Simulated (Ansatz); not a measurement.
BaTiO3:
```
CELL_PARAMETERS angstrom
      3.97673     0.00000     0.00000
      0.00000     3.97673     0.00000
      0.00000     0.00000     3.97673
ATOMIC_POSITIONS crystal
  Ba 0.00000 0.00000 0.00000
  Ti 0.50000 0.50000 0.50000
  O  0.00000 0.50000 0.50000
  O  0.50000 0.50000 0.00000
  O  0.50000 0.00000 0.50000
```

Relaxed with HSE06.

Problem. Give the Bader charges and basin volumes of the independent atoms, HSE06 in the plane-wave PAW code Ansatz.

Solution. 

| atom | Bader charge (e) | Bader volume (Å³) |
|---|---|---|
| Ba1 | +1.59 | 19.8 |
| Ti2 | +2.41 | 6.8 |
| O3 | -1.33 | 12.1 |

Space group Pm-3m (cubic perovskite). This is a known high-temperature phase of the composition, computed here at zero pressure and temperature. The HSE06 relaxation kept the symmetry of its start; its stability against distortions is not shown here. The run is not spin-polarised. Scalar-relativistic: spin–orbit coupling is off unless named, which matters more the heavier the elements.

Potentials: the later of the program's two PAW sets.
